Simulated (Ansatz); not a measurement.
Here is the system:

SiC:
```cif
data_C4Si4
_chemical_formula_sum 'C4 Si4'
_space_group_name_H-M_alt 'F-43m'
_space_group_IT_number 216
_space_group_name_Hall 'F -4 2 3'
_cell_length_a 4.37974
_cell_length_b 4.37974
_cell_length_c 4.37974
_cell_angle_alpha 90.000
_cell_angle_beta 90.000
_cell_angle_gamma 90.000
loop_
_atom_site_label
_atom_site_type_symbol
_atom_site_symmetry_multiplicity
_atom_site_Wyckoff_symbol
_atom_site_fract_x
_atom_site_fract_y
_atom_site_fract_z
_atom_site_occupancy
C1 C 4 c 0.25000 0.25000 0.25000 1
Si1 Si 4 a 0.00000 0.00000 0.00000 1
```
(The calculation used a cell of 2 atoms; values per cell refer to that cell.)

This is the PBE-relaxed structure.

Question: All from plane-wave PAW PBE (Ansatz code), unless another level is named. Give the Poisson's ratio.

Answer: 0.16.

Question: What about the highest zone-centre frequency (without LO–TO term)?

Answer: 775 cm⁻¹.

Question: Give the elastic constants (relaxed ions, GPa).

Answer: C11 = 383, C12 = 127, C44 = 239.

Symmetry was held in the PBE relaxation; phonons on a q-mesh show no instability.

Potentials: the later of the program's two PAW sets.
